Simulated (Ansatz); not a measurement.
TmGa3Hg3As2N4 (drawn start structure)

The computed numbers are results of PBE, scalar-relativistic (collinear spin) in the plane-wave PAW code Ansatz at 420 eV, 4×4×4 k-mesh, Gaussian smearing of 0.05 eV; PAW files: Ansatz's generated set soft_2.

```xyz
13
Lattice="7.0924 0.0000 0.0000 -3.5462 6.1422 0.0000 0.0000 0.0000 6.2838" Properties=species:S:1:pos:R:3 pbc="T T T"
Tm    0.0000    0.0000    3.1419
Ga    3.0698    0.0000    3.1419
Ga   -1.5349    2.6585    3.1419
Ga    2.0113    3.4837    3.1419
Hg    5.1007    0.0000    0.0000
Hg   -2.5504    4.4173    0.0000
Hg    0.9958    1.7248    0.0000
As    0.0000    4.0948    0.0000
As    3.5462    2.0474    0.0000
N     0.0000    4.0948    3.1419
N     3.5462    2.0474    3.1419
N     0.0000    0.0000    1.1536
N     0.0000    0.0000    5.1302
```

The structure was built from a prototype; whether the compound forms in it isn't claimed.

Magnetic state: ferromagnetic, site spin moments Tm 1.30 μB.

Path: Γ–M–K–Γ–A–L–H–A | L–M | H–K, with Γ = (0.000, 0.000, 0.000), M = (0.500, 0.000, 0.000), K = (0.333, 0.333, 0.000), A = (0.000, 0.000, 0.500), L = (0.500, 0.000, 0.500), H = (0.333, 0.333, 0.500) in reciprocal vectors of the calculation's cell.

Problem. Is it a metal or an insulator, and if it has a gap, where are the band edges on this path?

Solution. A metal: bands cross the Fermi level.

Bands as a text map, energy in eV from the Fermi level (dashes), each leg drawn with the same width, + spin up, o spin down, # both:
```
  4.86 |########## # ####      #     # o#        ##      
  4.57 | #######    ### ##o #+     o#  + # #   o###      
  4.29 |  #          #    +########+    #######+         
  4.00 |o####       ###ooo#o###+ ##############    #     
  3.71 |++ # ###   ## ++##++ + #   #######     #######   
  3.43 |##  ########  ##        ####        ###  ## # ###
  3.14 | ####   #######    #######       ########    #+##
  2.86 |####+#   # ### #####  #  ##     +#  #######   ## 
  2.57 | ###o ###   ###    #########    # ######     ##  
  2.29 |  #####  #####    #  # ##   ## ####     ### #  ##
  2.00 |o##############o##    ############  #############
  1.71 |#######      ####      ###      #   ###+ ##  ##+ 
  1.43 |+      ##  ##  + #               +      #     o  
  1.14 |o##############o#     #          o     o +#   +##
  0.86 |##+####oo  ### ########           ##   +###  o # 
  0.57 |###          ##### #o#o#o       ## o  ##    o##  
  0.29 |####        oo#####o+o#o########o#o+###    ##    
  0.00 |oo###ooooooo##oooo####o######oo##oo###oooooo#oooo
 -0.29 |o#o##########o#ooo#o#############################
 -0.57 |oooo######+#oooooo + o+##++##+++#+o ++#####++++++
 -0.86 |oo#o########o#ooooo##############################
 -1.14 |+++++###+++#+#+++++##################+++#####++++
 -1.43 |+++##########++++++#####++++++++####+++++##++####
 -1.71 |+##############+#### +############+ #############
 -2.00 |#######+++++++##++#+++++#########+++##+++###+++++
 -2.29 |  #          #   #  #########oo########    o#    
 -2.57 |####        # ###  #oo ##+++++++##oo++##   +#    
 -2.86 |######+    #####  ##++#+         #++   ####  #   
        Γ    M    K    Γ    A    L    H    AL     MH    K
```

Without a U the open 4f shell is pinned at the Fermi level, an artefact: in the real crystal it splits into occupied and empty levels away from it, and its large orbital moment is missing here. Scalar-relativistic only: spin–orbit splittings of the heavy atoms' levels are missing. The run wasn't fully tested for a lower electronic state. Site moments are of spin, integrated over atomic spheres. Only parallel moments were tried, so the real magnetic order may be another.

The open shells may stand above their lowest state, and forces and pressures are less sure for it.
